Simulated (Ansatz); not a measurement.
Relaxed-ion elastic tensor of LaSi in space group Pnma (No. 62; La on 4c, Si on 4c) in GPa (Voigt order), DFT-LDA in the program Ansatz with PAW potentials; density 5.73 g/cm³, 24.22 Å³ per atom.

```json
[
 {"": "1", "1": "120", "2": "55.3", "3": "58.4", "4": "0.0", "5": "0.0", "6": "0.0"},
 {"": "2", "1": "55.3", "2": "127", "3": "38.6", "4": "0.0", "5": "0.0", "6": "0.0"},
 {"": "3", "1": "58.4", "2": "38.6", "3": "136", "4": "0.0", "5": "0.0", "6": "0.0"},
 {"": "4", "1": "0.0", "2": "0.0", "3": "0.0", "4": "35.6", "5": "0.0", "6": "0.0"},
 {"": "5", "1": "0.0", "2": "0.0", "3": "0.0", "4": "0.0", "5": "33.6", "6": "0.0"},
 {"": "6", "1": "0.0", "2": "0.0", "3": "0.0", "4": "0.0", "5": "0.0", "6": "66.9"}
]
```

Q: Is the crystal mechanically stable?

A: Yes: the smallest eigenvalue of C is 33.6 GPa.

Q: Work out the Voigt, Reuss and Hill averages.

A: K_V = 76.4, K_R = 76.3, K_H = 76.3; G_V = 42.6, G_R = 39.3, G_H = 41.0 GPa.

Q: Give Young's modulus, Poisson's ratio, Pugh's ratio and the universal anisotropy index.

A: E = 9KG/(3K + G) = 104 GPa; ν = 0.27; K/G = 1.86 (ductile by the Pugh limit of 1.75); A_U = 5G_V/G_R + K_V/K_R − 6 = 0.42.

Q: Estimate the sound speeds and the Debye temperature.

A: v_l = √((K + 4G/3)/ρ) = 4780 m/s, v_t = √(G/ρ) = 2670 m/s, mean 2980 m/s; Θ = (h/k)(3n/4πV)^(1/3) v_m = 306 K.

Q: Solve the Christoffel equation for the three sound speeds along x, y, z.

A: Eigenvalues of C_ijkl n_j n_l equal ρv². In km/s, slowest first: x 2.42, 3.42, 4.58; y 2.49, 3.42, 4.72; z 2.42, 2.49, 4.87.

Q: How much does each axis shrink under pressure?

A: Linear compressibilities β_i = Σ_j S_ij (j = 1 to 3): x 4.1, y 4.8, z 4.3 per TPa.

The workflow started from an entry of the Crystallography Open Database (COD). Whether it is the stable phase at ambient conditions was not checked. The cell was relaxed with LDA under the symmetry of its start; of distortions, only those at the zone centre were tested. As this level gives no gap, shear constants depend on the k-mesh and smearing (Fermi–Dirac, 0.1 eV here). Scalar-relativistic: spin–orbit coupling is off unless named, which matters more the heavier the elements.

Potentials: the later of the program's two PAW sets.
